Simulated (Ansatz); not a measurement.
**Na₃Ca₃InP₄: levels and charges under dearer methods**

A database entry relaxed whole under r2SCAN at zero pressure (P6_3mc, No. 186):

```
Na Ca In P
1.0
     9.35691    0.00000    0.00000
    -4.67846    8.10332    0.00000
     0.00000    0.00000    7.10383
Na Ca In P
6 6 2 8
Direct
  0.13643 0.86357 0.07450
  0.27286 0.13643 0.57450
  0.13643 0.27286 0.07450
  0.86357 0.13643 0.57450
  0.72714 0.86357 0.07450
  0.86357 0.72714 0.57450
  0.52807 0.47193 0.23662
  0.05613 0.52807 0.73662
  0.52807 0.05613 0.23662
  0.47193 0.52807 0.73662
  0.94387 0.47193 0.23662
  0.47193 0.94387 0.73662
  0.33333 0.66667 0.35666
  0.66667 0.33333 0.85666
  0.18617 0.81383 0.47488
  0.37234 0.18617 0.97488
  0.18617 0.37234 0.47488
  0.81383 0.18617 0.97488
  0.62766 0.81383 0.47488
  0.81383 0.62766 0.97488
  0.33333 0.66667 0.99393
  0.66667 0.33333 0.49393
```

Its volume is 24.48 Å³ an atom, -0.6 % against the entry's 24.64, a measured cell (2017, 200 K).

Single points on this cell with plane-wave PAW DFT (Ansatz 0.2.0; r2SCAN 500 eV, hybrids 420 eV; fermi-dirac occupations of width 0.020 eV; no moments): r2SCAN on a 6×6×4 Γ-centred mesh; r2SCAN with spin-orbit coupling on a 6×6×2 Γ-centred mesh; PBE0 on a 6×6×2 Γ-centred mesh.

What does each level give for gap and charges?

The runs give:

| level | gap (eV), or kind | pressure (GPa) | Bader charge of Na (e) | Bader charge of Ca (e) | Bader charge of In (e) | Bader charge of P (e) |
| --- | --- | --- | --- | --- | --- | --- |
| r2SCAN | 1.30 | 0.0 | +0.81 | +1.43 | +0.66 | -1.85 |
| r2SCAN with spin-orbit coupling | 1.30 | 0.0 | +0.81 | +1.43 | +0.66 | -1.85 |
| PBE0 | 2.30 | 0.0 | +0.81 | +1.44 | +0.68 | -1.86 |

Under r2SCAN the gap is 1.30 eV, over mesh and band path. Spin-orbit coupling moves the r2SCAN gap by +0.00 eV.

Caveats: the relaxation kept the start's symmetry; HSE06 is read on its mesh and at the zone's corners, PBE0 on its mesh alone; hybrid pressures are good to a few tenths of a GPa; pressure is positive in compression.
